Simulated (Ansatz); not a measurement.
The start is a randomly generated symmetric cell of ZnCu2SnSe4 (space group No. 42). The structure is fully relaxed (lattice and positions, P = 0) with PBEsol (plane waves to 420 eV, PAW, scalar-relativistic; Ansatz, a first-principles code). The first steps use a coarse 5×5×5 k-mesh.

Starting cell:
```
CELL_PARAMETERS angstrom
      0.00000     6.42371     6.50543
      2.51447     0.00000     6.50543
      2.51447     6.42371     0.00000
ATOMIC_POSITIONS crystal
  Cu 0.00732 0.00732 0.49268
  Cu 0.50732 0.50732 0.99268
  Se 0.66891 0.55421 0.44579
  Se 0.55421 0.66891 0.33109
  Se 0.78753 0.78753 0.71247
  Se 0.28753 0.28753 0.21247
  Sn 0.91176 0.91176 0.08824
  Zn 0.42385 0.42385 0.57615
```

* **Outcome**: The space group stays Fmm2 (No. 42) (the run could not lower it), with 8 atoms in the primitive cell
* **Energy released**: about 2.9 eV/atom
* **Volume change**: -11.7 %, from 26.27 to 23.19 Å³/atom
* **Optimiser moves**: 31

Final values are on a 11×11×11 k-mesh of the relaxed cell. The start holds a very short contact (Se–Se 1.47 Å). No spin polarisation in the result.

The run could not lose the symmetry of its start, so the end can be a saddle point.

The relaxed structure here is a generated cell of ZnCu2SnSe4: the first start was made by a random draw of sites in a space group, and the end was not matched to a known phase here, so it may be hypothetical. Known forms of ZnCu2SnSe4 include space group No. 82.
